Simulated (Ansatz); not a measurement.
ZnSe (zinc blende)

```yaml
crystal:
  lattice:
    - [0.00000, 2.81676, 2.81676]
    - [2.81676, 0.00000, 2.81676]
    - [2.81676, 2.81676, 0.00000]
  atoms:
    - { symbol: Se, position: [0.75000, 0.75000, 0.75000] }
    - { symbol: Zn, position: [0.00000, 0.00000, 0.00000] }
```

The slice is a {110} plane (indices of the conventional cell) through the point (0.000, 0.000, 0.000) (fractional), spanned by u = [100] and v = [1 -1 -1] in vectors of this cell: u (3.98 Å) and v (5.63 Å, at 90° to u). It covers one period; positions are fractions (u, v).

Level of theory: PBEsol (plane waves to 420 eV, PAW, scalar-relativistic; Ansatz, a quantum-chemistry and plane-wave program). k mesh 10×10×10. These are valence fields of a PAW run, semicore shells included where kept as valence: close to a nucleus they are smooth pseudo fields. ZnSe was relaxed with its symmetry unable to fall.

Task: The ELF has a maximum in the middle third of the Se–Zn line. Where, and how high?

Result: 0.83, 0.9 Å from Se.

Task: What is the valence density on the shortest Se–Zn line in this plane (2.44 Å), at its minimum between the atoms?

Result: 0.44 e/Å³.

Task: What is the ELF at the density minimum of the shortest Se–Zn line in this plane (2.44 Å)?

Result: 0.4.

Task: Predict the map of the electron localisation function (ELF) on the slice.

Result: 
```
|xxx.::::--=--::::.xx|
|xx .::.........::. x|
| ..::...     ...::..|
|.:::...       ...:::|
|::.....       .....:|
|......         .....|
|.....           ....|
|...               ..|
|                    |
|                    |
|                    |
|        .....       |
|      .:--=--:.     |
|     .-=+***+=-.    |
|    .-+*#%%%#*+-.   |
|   .-+#%%@@@%%#+-.  |
|  .:+#%%@@@@@%%#+:. |
|  .=*#%@@%%%@@%#*=. |
| .:+#%@%#xxx#%@%#+:.|
|..-*%%@%xxxxx%@%%*-.|
|.:-*%@@%xxxxx%@@%*-:|
|.:-+%@@%xxxxx%@@%+-:|
|:::-#@@@%xxx%@@@#-::|
|.:::=%@@@%%%@@@%=:::|
| ..::+%@@@@@@@%+::..|
|xx .:-*%@@@@@%*-:. x|
|xxx ::=*%%%%%*=:: xx|
|xxx :::=+***+=::: xx|
```
Scale: ten equal steps from 0.01 (start of ' ') to 0.83 (end of '@'), in the order ' .:-=+*#%@'. Values: electron localisation function (ELF). The map has 20 points along u (one character each, u = 0 at the left) and 28 along v (v = 0 in the bottom row). Points within 0.5 Å of a nucleus are blanked (x), as the pseudised field means little there.
